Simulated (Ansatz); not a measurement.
## Zincblende alloy of GaAs and InP (18 of 32 As sites, 18 of 32 Ga sites exchanged), 64 atoms

Computed with DFT, PBEsol, PAW, plane waves in Ansatz 0.2.0.

Command:

```sh
ansatz run in.yaml --threads 4 --pin off --max-ram 61750MiB --runs-dir r --events-out ev --progress --plain --backend cuda --devices 0, --max-vram 37GiB
```

The input less its lattice and atoms:

```yaml
crystal:
  symmetry: { detect: false }
kpoints:
  mp_grid: { grid: [1, 1, 1], shift: [0.25, 0.25, 0.25] }
hamiltonian:
  xc: pbesol
scf:
  occupations: { method: fermi_dirac, width: 0.01 }
relax:
  f_tol: 0.03
  max_steps: 80
  escape_saddle: false
  adjacent_minimum: "off"
  cell: { fix: [shape] }
output:
  forces: true
  eigenvalues: true
  populations: true
  write_density: true
  write_potential: true
  elf: true
  volumetric_format: npy
```

Start:

```
In Ga As P
1.0
    11.56417    0.00000    0.00000
     0.00000   11.56417    0.00000
     0.00000    0.00000   11.56417
In Ga As P
18 14 14 18
Direct
  0.00301 0.99995 0.00208
  0.99680 0.49820 0.00075
  0.49838 0.99802 0.00180
  0.49955 0.99941 0.49513
  0.25051 0.75101 0.99876
  0.25094 0.75014 0.49969
  0.74993 0.24960 0.49984
  0.75023 0.74788 0.50145
  0.25133 0.99811 0.25351
  0.24881 0.99880 0.74618
  0.25104 0.49862 0.74956
  0.75219 0.99932 0.24765
  0.74774 0.50110 0.25117
  0.00320 0.24756 0.24997
  0.00023 0.74867 0.24984
  0.00199 0.75165 0.75019
  0.49958 0.24947 0.24772
  0.49946 0.75067 0.74922
  0.00167 0.99739 0.50092
  0.99907 0.50207 0.50001
  0.49902 0.49894 0.00139
  0.50068 0.50019 0.50463
  0.24923 0.25123 0.99966
  0.24873 0.24992 0.49920
  0.74821 0.25156 0.99956
  0.74998 0.75098 0.99483
  0.24949 0.49905 0.24885
  0.74885 0.00089 0.75115
  0.75049 0.49755 0.75001
  0.00039 0.25211 0.75201
  0.50186 0.24948 0.74780
  0.50190 0.74996 0.25091
  0.12426 0.12416 0.12667
  0.62511 0.12316 0.62540
  0.62516 0.62412 0.12337
  0.37519 0.87677 0.12227
  0.37573 0.87708 0.62462
  0.87506 0.37695 0.12613
  0.87390 0.87703 0.12619
  0.37615 0.62190 0.37339
  0.87463 0.12504 0.37587
  0.87675 0.62521 0.37523
  0.12495 0.37825 0.37365
  0.12502 0.87438 0.87507
  0.62458 0.37554 0.87285
  0.62232 0.87477 0.37427
  0.12605 0.12068 0.62435
  0.12612 0.62289 0.12412
  0.12601 0.62282 0.62391
  0.62488 0.12593 0.12135
  0.62531 0.62364 0.62437
  0.37377 0.37356 0.12255
  0.37651 0.37437 0.62343
  0.87530 0.37351 0.62738
  0.87395 0.87645 0.62610
  0.37335 0.12840 0.37467
  0.37432 0.12402 0.87335
  0.37716 0.62672 0.87217
  0.87427 0.12512 0.87110
  0.87313 0.62232 0.87540
  0.12419 0.37324 0.87470
  0.12713 0.87504 0.37521
  0.62767 0.37461 0.37304
  0.62731 0.87767 0.87667
```

Steps:

```
 step  energy less the first (eV)  largest force component (eV/Å)  pressure (GPa)
start                       0.000                           1.420            0.95
    1                      -3.795                           0.330           -0.95
    2                      -4.016                           0.132           -0.09
    3                      -4.027                           0.042            0.01
    4                      -4.028                           0.003            0.00
    5                      -4.027                           0.003            0.00
```

A structure on the way, about -4.03 eV from the start:

```xyz
64
Lattice="11.5490 0.0000 0.0000 0.0000 11.5490 0.0000 0.0000 0.0000 11.5490" Properties=species:S:1:pos:R:3 pbc="T T T"
In   11.4773    0.0823   11.4696
In   11.5370    5.7535   11.4803
In    5.8512    0.0664   11.4769
In    5.7528    0.0590    5.7646
In    2.9491    8.5575    0.0418
In    2.8274    8.5926    5.7406
In    8.6986    2.9756    5.8894
In    8.6674    8.6515    5.8761
In    2.8809    0.0399    2.9976
In    2.8684    0.1692    8.6508
In    2.9112    5.6821    8.6232
In    8.6367    0.0046    2.8126
In    8.5814    5.7785    2.8940
In    0.0655    2.9314    2.9101
In    0.0736    8.6349    2.9254
In   11.4552    8.6345    8.6098
In    5.7253    2.9646    2.8464
In    5.8929    8.5675    8.7119
Ga    0.0131    0.0396    5.8734
Ga    0.0461    5.7098    5.8939
Ga    5.7179    5.7236   11.5258
Ga    5.7851    5.6845    5.8078
Ga    2.9383    2.9775   11.4581
Ga    2.8995    2.9123    5.8334
Ga    8.6202    2.8493   11.4159
Ga    8.6191    8.6157   11.4120
Ga    2.9341    5.7280    2.8297
Ga    8.7296    0.0270    8.7020
Ga    8.6717    5.7407    8.6473
Ga   11.5258    2.9033    8.6368
Ga    5.7275    2.9409    8.6688
Ga    5.7776    8.5738    2.8509
As    1.5664    1.5324    1.3271
As    7.2143    1.4563    7.4061
As    7.1298    7.2541    1.2973
As    4.4233   10.0882    1.5252
As    4.3237   10.0651    7.2646
As    9.9848    4.2272    1.3446
As   10.0444    9.9641    1.3164
As    4.4056    7.0898    4.2630
As   10.1624    1.3867    4.4144
As   10.1973    7.0984    4.4563
As    1.5655    4.4232    4.4347
As    1.4627   10.0769   10.0880
As    7.1896    4.3400   10.0743
As    7.1344   10.0074    4.2563
P     1.3532    1.5757    7.1553
P     1.5106    7.0876    1.5095
P     1.3729    7.1186    7.1970
P     7.2820    1.5746    1.3550
P     7.2319    7.0041    7.2165
P     4.2481    4.3946    1.3250
P     4.4044    4.2368    7.1513
P    10.2093    4.4213    7.3514
P    10.0961   10.2836    7.2452
P     4.2611    1.5845    4.4175
P     4.3544    1.6400   10.0971
P     4.4013    7.0864   10.1359
P    10.0340    1.5480    9.9778
P     9.9434    7.1835   10.0480
P     1.4291    4.1818   10.0518
P     1.3473   10.2018    4.4601
P     7.1448    4.3644    4.4196
P     7.3962   10.1296   10.0604
```

End:

```xyz
64
Lattice="11.5494 0.0000 0.0000 0.0000 11.5494 0.0000 0.0000 0.0000 11.5494" Properties=species:S:1:pos:R:3 pbc="T T T"
In   11.4789    0.0814   11.4702
In   11.5383    5.7542   11.4801
In    5.8505    0.0655   11.4750
In    5.7543    0.0570    5.7673
In    2.9491    8.5594    0.0409
In    2.8258    8.5931    5.7408
In    8.6992    2.9773    5.8920
In    8.6686    8.6531    5.8780
In    2.8814    0.0405    2.9979
In    2.8694    0.1689    8.6530
In    2.9098    5.6846    8.6221
In    8.6368    0.0033    2.8113
In    8.5825    5.7811    2.8933
In    0.0693    2.9323    2.9089
In    0.0746    8.6351    2.9257
In   11.4536    8.6345    8.6094
In    5.7257    2.9662    2.8469
In    5.8924    8.5662    8.7133
Ga    0.0144    0.0396    5.8748
Ga    0.0468    5.7095    5.8974
Ga    5.7157    5.7218   11.5272
Ga    5.7852    5.6831    5.8085
Ga    2.9394    2.9797   11.4560
Ga    2.9009    2.9112    5.8352
Ga    8.6209    2.8471   11.4158
Ga    8.6182    8.6151   11.4114
Ga    2.9350    5.7270    2.8272
Ga    8.7312    0.0252    8.7039
Ga    8.6707    5.7412    8.6473
Ga   11.5253    2.9028    8.6370
Ga    5.7264    2.9419    8.6680
Ga    5.7767    8.5745    2.8505
As    1.5685    1.5328    1.3256
As    7.2152    1.4562    7.4068
As    7.1279    7.2535    1.2983
As    4.4220   10.0901    1.5244
As    4.3229   10.0639    7.2654
As    9.9858    4.2267    1.3456
As   10.0454    9.9626    1.3160
As    4.4067    7.0897    4.2641
As   10.1602    1.3909    4.4113
As   10.1981    7.0989    4.4571
As    1.5668    4.4239    4.4357
As    1.4616   10.0760   10.0867
As    7.1891    4.3400   10.0761
As    7.1353   10.0059    4.2569
P     1.3547    1.5757    7.1552
P     1.5106    7.0884    1.5094
P     1.3713    7.1202    7.1964
P     7.2810    1.5741    1.3556
P     7.2304    7.0048    7.2147
P     4.2476    4.3946    1.3255
P     4.4034    4.2373    7.1521
P    10.2094    4.4225    7.3527
P    10.0977   10.2859    7.2443
P     4.2640    1.5829    4.4189
P     4.3557    1.6413   10.0972
P     4.3991    7.0871   10.1355
P    10.0349    1.5469    9.9793
P     9.9424    7.1822   10.0495
P     1.4277    4.1825   10.0505
P     1.3457   10.2044    4.4600
P     7.1486    4.3642    4.4185
P     7.3965   10.1287   10.0606
```

The calculation finished and met its thresholds.

Time: 35 s of wall time on one NVIDIA H100 with 4 processor threads, on a host shared with other runs; peak host memory 1.6 GiB.

**Question.** How much energy did the relaxation gain, and which atom moved most?

**Answer.** 4.03 eV in 5 steps, from a start with small random displacements; atom 39 (As) moved 0.22 Å, the median atom 0.14 Å (drift of the whole cell removed).
